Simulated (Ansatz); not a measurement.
The start is a relaxed TiB2 cell displaced along its unstable phonon at q = (½, ½, ½) of its primitive reciprocal cell (314i cm⁻¹), largest move 0.15 Å. The cell and all atomic positions are relaxed at zero pressure with r2SCAN (plane waves to 500 eV, PAW, scalar-relativistic; Ansatz, a program for electronic structure). The first steps use a coarse 14×14×14 k-mesh.

Initial structure:
```yaml
crystal:
  lattice:
    - [-3.22036, 3.22036, 5.96996]
    - [0.00000, 0.00000, 5.96996]
    - [0.00000, 3.22036, 0.00000]
  atoms:
    - { symbol: Ti, position: [0.00000, 0.00000, 0.97553] }
    - { symbol: Ti, position: [0.50000, 0.00000, 0.02447] }
    - { symbol: B, position: [0.00000, 0.36916, 0.04658] }
    - { symbol: B, position: [0.50000, 0.36916, 0.95342] }
    - { symbol: B, position: [0.00000, 0.63084, 0.04658] }
    - { symbol: B, position: [0.50000, 0.63084, 0.95342] }
```

```json
{
  "energy_released": "1.19 eV/atom",
  "volume_change": "-17.5 %, from 10.32 to 8.52 Å³/atom",
  "relative_to_the_parent": "It does not go back: it reaches P6/mmm (No. 191), AFLOW prototype AB2_hP3_191_a_d (C32, as in AlB2), 1.24 eV/atom below the parent",
  "optimiser_moves": "10"
}
```

Final structure:

Space group P6/mmm (No. 191); a = 3.0249 Å, b = 3.0249 Å, c = 3.2239 Å, α = 90.00°, β = 90.00°, γ = 120.00°

| atom | site | symmetry | x | y | z |
|---|---|---|---|---|---|
| Ti | 1a | 6/mmm | 0.0000 | 0.0000 | 0.0000 |
| B | 2d | -6m2 | 0.3333 | 0.6667 | 0.5000 |

Final values are on a 18×18×14 k-mesh of the relaxed cell. No spin polarisation in the result.

The run could not lose the symmetry of its start.

Of the parent cell (I4/mmm (No. 139)): it is a generated cell of TiB2: the first start was made by placing the elements on the sites of a structure type, and the end was not matched to a known phase here, so it may be hypothetical. Known forms of TiB2 include space group No. 191.

The first start was generated by placing the elements on the sites of a structure type. A measured structure of TiB2 has the same space group, P6/mmm (No. 191); the sites were not compared with it.
